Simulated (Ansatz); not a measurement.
PbSe:
```
CELL_PARAMETERS angstrom
      0.00000     3.08887     3.08887
      3.08887     0.00000     3.08887
      3.08887     3.08887     0.00000
ATOMIC_POSITIONS crystal
  Se 0.00000 0.00000 0.00000
  Pb 0.50000 0.50000 0.50000
```

Relaxed with r²SCAN. Special points in fractions of this cell's reciprocal vectors: Γ (0.000, 0.000, 0.000); X (0.500, 0.000, 0.500); U (0.625, 0.250, 0.625); K (0.375, 0.375, 0.750); L (0.500, 0.500, 0.500); W (0.500, 0.250, 0.750).

Question: List the band energies nearest the valence-band maximum at these points for r²SCAN with spin–orbit coupling (plane waves, PAW; program Ansatz).

Answer: In eV from the valence-band maximum; about four levels below and three above (degenerate sets whole), none deeper than 8.9 eV; points with the same levels are listed once.

```json
[
 {"k": "Γ", "below": "-1.75 -1.75 -1.75 -1.75", "above": "3.27 3.27 5.68 5.68 5.68 5.68"},
 {"k": "X", "below": "-3.51 -3.51 -3.04 -3.04", "above": "4.17 4.17 4.76 4.76"},
 {"k": "U", "below": "-2.87 -2.87 -2.30 -2.30", "above": "3.21 3.21 4.38 4.38"},
 {"k": "L", "below": "-1.43 -1.43 0.00 0.00", "above": "0.11 0.11 1.68 1.68"},
 {"k": "W", "below": "-4.14 -4.14 -0.85 -0.85", "above": "1.93 1.93 5.15 5.15"}
]
```

Space group Fm-3m (rock salt). Symmetry was held in the r²SCAN relaxation; of distortions, only those at the zone centre were tested.

Potentials: the later of the program's two PAW sets.
